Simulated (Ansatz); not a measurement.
WC in space group I4_1md (No. 109; W on 4a, C on 4a) under volume change, PBE in the plane-wave PAW code Ansatz, shape and atoms relaxed at each volume.

| V (Å³/atom) | E − E(relaxed) (meV/atom) | P (GPa) |
|---|---|---|
| 9.572 | 121.6 | 44.69 |
| 9.888 | 51.0 | 27.37 |
| 10.203 | 12.1 | 12.60 |
| 10.519 | 0.0 | 0.00 |
| 10.834 | 10.9 | -10.74 |
| 11.150 | 41.2 | -19.88 |
| 11.465 | 88.3 | -27.65 |

Q: What does a third-order Birch–Murnaghan fit give for V₀, B₀ and B′?

A: V₀ = 10.52 Å³/atom, B₀ = 387 GPa, B′ = 4.3.

A made-up cell: these elements were put on the sites of a structure type; neither database checked (COD, Materials Project) lists it. It is not the phase usual at ambient conditions (space group No. 187). The PBE relaxation kept the symmetry of its start; whether a distortion lowers the energy is not shown. The run is not spin-polarised. Spin–orbit coupling is left out wherever it is not named.

Potentials: the later of the program's two PAW sets.
